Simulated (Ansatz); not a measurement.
A geometry of AlNi away from equilibrium: the start of the relaxation of a relaxed AlNi cell with every coordinate shifted by Gaussian noise of σ = 0.45 Å. Method: r2SCAN (plane waves to 500 eV, PAW, scalar-relativistic; Ansatz, a program for electronic structure). Γ-centred k-mesh 11×11×11 on the run's cell (coarser than for final values), Fermi–Dirac smearing 0.05 eV.

```xyz
2
Lattice="2.8631 0.0000 0.0000 0.0000 2.8631 0.0000 0.0000 0.0000 2.8631" Properties=species:S:1:pos:R:3:forces:R:3 pbc="T T T" free_energy=-6384.242 pressure_GPa=48.3
Al    -0.5283    -0.0563    -0.3455    6.0935    0.3088    5.7302
Ni     1.2829     1.3869     1.8177   -6.0936   -0.3088   -5.7302
```

Positions in Å, forces in eV/Å, free energy of the cell in eV (comparable only within this code, potentials and settings). Largest force: 8.37 eV/Å, on Al1, Ni2 (atoms numbered as listed); the geometry lies 1.40 eV/atom above the end of its relaxation.

No spin polarisation in the result. A magnetic state may lie lower.
